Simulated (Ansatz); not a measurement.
Ga:
```cif
data_Ga4
_chemical_formula_sum 'Ga4'
_space_group_name_H-M_alt 'P 1'
_space_group_IT_number 1
_cell_length_a 4.38143
_cell_length_b 4.38143
_cell_length_c 4.49843
_cell_angle_alpha 90.000
_cell_angle_beta 90.000
_cell_angle_gamma 119.098
loop_
_space_group_symop_operation_xyz
  'x, y, z'
loop_
_atom_site_label
_atom_site_type_symbol
_atom_site_fract_x
_atom_site_fract_y
_atom_site_fract_z
_atom_site_occupancy
Ga1 Ga 0.65588 0.34412 0.41526 1
Ga2 Ga 0.34412 0.65588 0.58474 1
Ga3 Ga 0.84412 0.15588 0.91526 1
Ga4 Ga 0.15588 0.84412 0.08474 1
```

Relaxed with r²SCAN+D4.

**Question.** Which orbitals make up the states near the Fermi level in r²SCAN+D4 (plane waves, PAW; program Ansatz)?

**Answer.** Within 0.5 eV of the Fermi level: Ga 4p 82 %, Ga 4s 16 %. Projections are on Löwdin-orthogonalised atomic valence shells; empty p or d shells of many metals are not among them.

**Question.** Tabulate the density of states.

**Answer.** States/eV per cell of 4 atoms, in 0.25 eV bins, energy from the Fermi level.

```csv
E (eV),total,Ga 4p,Ga 4s,Ga 3d
-7.85,0.89,0.41,0.46,0.01
-7.60,1.04,0.48,0.54,0.02
-7.35,1.08,0.51,0.55,0.01
-7.10,0.95,0.45,0.49,0.01
-6.85,0.72,0.34,0.36,0.01
-6.60,0.89,0.44,0.43,0.01
-6.35,1.07,0.55,0.50,0.01
-6.10,1.04,0.53,0.49,0.01
-5.85,1.14,0.60,0.52,0.01
-5.60,1.19,0.64,0.53,0.01
-5.35,1.15,0.61,0.52,0.01
-5.10,1.12,0.59,0.51,0.01
-4.85,1.06,0.56,0.49,0.01
-4.60,1.03,0.54,0.47,0.01
-4.35,0.95,0.51,0.42,0.01
-4.10,0.86,0.50,0.35,0.01
-3.85,0.95,0.62,0.32,0.01
-3.60,1.16,0.79,0.35,0.01
-3.35,1.45,1.01,0.42,0.01
-3.10,1.34,0.98,0.34,0.01
-2.85,1.30,0.99,0.29,0.01
-2.60,1.31,1.02,0.26,0.01
-2.35,1.38,1.11,0.24,0.01
-2.10,1.51,1.26,0.23,0.01
-1.85,1.80,1.54,0.23,0.01
-1.60,2.07,1.80,0.24,0.02
-1.35,1.85,1.60,0.23,0.01
-1.10,1.64,1.41,0.20,0.01
-0.85,1.44,1.23,0.18,0.01
-0.60,1.29,1.10,0.17,0.01
-0.35,0.99,0.83,0.14,0.01
-0.10,0.65,0.54,0.10,0.01
0.15,0.43,0.34,0.08,0.00
0.40,0.61,0.46,0.13,0.01
0.65,1.02,0.73,0.26,0.01
0.90,1.27,0.81,0.42,0.01
1.15,1.85,1.13,0.64,0.01
1.40,2.23,1.38,0.75,0.02
1.65,1.85,1.21,0.56,0.01
1.90,1.54,1.03,0.44,0.01
2.15,1.34,0.91,0.36,0.01
2.40,1.37,0.93,0.37,0.01
2.65,1.68,1.15,0.43,0.01
2.90,1.66,1.16,0.40,0.01
3.15,1.83,1.28,0.43,0.01
3.40,1.85,1.29,0.42,0.01
3.65,1.73,1.22,0.38,0.01
3.90,1.69,1.22,0.33,0.01
4.15,1.91,1.39,0.35,0.01
4.40,1.69,1.21,0.33,0.01
4.65,1.77,1.27,0.31,0.01
```

Space group Cmce (α-Ga). The r²SCAN+D4 relaxation kept the symmetry of its start. The pairwise dispersion correction was not fitted to metals. Scalar-relativistic: spin–orbit coupling is off unless named, which matters more the heavier the elements.

Potentials: the later of the program's two PAW sets.
